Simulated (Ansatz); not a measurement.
One crystal and one scan (energy over volume and axial ratio) at two levels, r2SCAN (plane waves to 500 eV, PAW, scalar-relativistic; Ansatz, a program for electronic structure) and PBE (plane waves to 420 eV, PAW, scalar-relativistic; Ansatz), each from its own relaxed cell and on its own mesh. The cell shown is that of r2SCAN.

BN (wurtzite)

```
BN
1.0
    2.54397     0.00000     0.00000
   -1.27198     2.20314     0.00000
    0.00000     0.00000     4.20774
B N
2 2
Cartesian
  1.27198   0.73438   4.20732
  0.00000   1.46876   2.10345
  1.27198   0.73438   2.63110
  0.00000   1.46876   0.52723
```

Two coordinates are scanned: the volume, and the ratio of the stretch along z (the conventional c axis) to the stretch across it. Atoms keep their fractional coordinates.

The energy includes the smearing's −TS. BN was relaxed with its symmetry unable to fall. As the atoms are clamped, bonds stretch with the cell, which overstates energies and stresses. Percentages come from the unrounded values. Both scans cover V/V₀ from 0.920 to 1.080 and (c/a)/(c/a)₀ from 0.920 to 1.080.

Results of r2SCAN:

| Item | Result |
|---|---|
| Lattice constant a (Å) | 2.544 |
| Lattice constant c (Å) | 4.208 |
| Relaxed volume (Å³/atom) | 5.90 |
| Band gap of the relaxed cell, no spin-orbit coupling (eV) | 5.75 |
| Modulus against c/a change at fixed volume, (3/4V)·∂²E/∂(ln c/a)² (fit, atoms clamped) (GPa) | 501 |

### Question
What does PBE give for the same quantities?

### Answer
| quantity | PBE | r2SCAN − PBE |
|---|---|---|
| Lattice constant a (Å) | 2.555 | -0.011 (-0.4 %) |
| Lattice constant c (Å) | 4.225 | -0.017 (-0.4 %) |
| Relaxed volume (Å³/atom) | 5.97 | -0.07 (-1.2 %) |
| Band gap of the relaxed cell, no spin-orbit coupling (eV) | 5.23 | +0.52 (+10 %) |
| Modulus against c/a change at fixed volume, (3/4V)·∂²E/∂(ln c/a)² (fit, atoms clamped) (GPa) | 473 | +28 (+5.9 %) |

r2SCAN gives the higher value for: band gap of the relaxed cell, no spin-orbit coupling; modulus against c/a change at fixed volume. r2SCAN gives the lower value for: lattice constant a; lattice constant c; relaxed volume. Neither level is exact: the differences show how much the result hangs on the functional.

(Under strain, the slope of the energy per volume gives the stress and its curvature an elastic modulus.)
